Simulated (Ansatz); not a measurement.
According to r²SCAN (plane waves, PAW; program Ansatz), I in the molecular I2 type structure (Cmce) relaxes to a = 7.742 Å, b = 4.635 Å, c = 9.857 Å.

It is gapped at this level: 1.24 eV (indirect).

Symmetry was held in the r²SCAN relaxation. A crystal of weakly bound units computed without a dispersion correction: the cell and the soft elastic constants depend strongly on that. Scalar-relativistic: spin–orbit coupling is off unless named, which matters more the heavier the elements.

Potentials: the earlier of the program's two PAW sets.
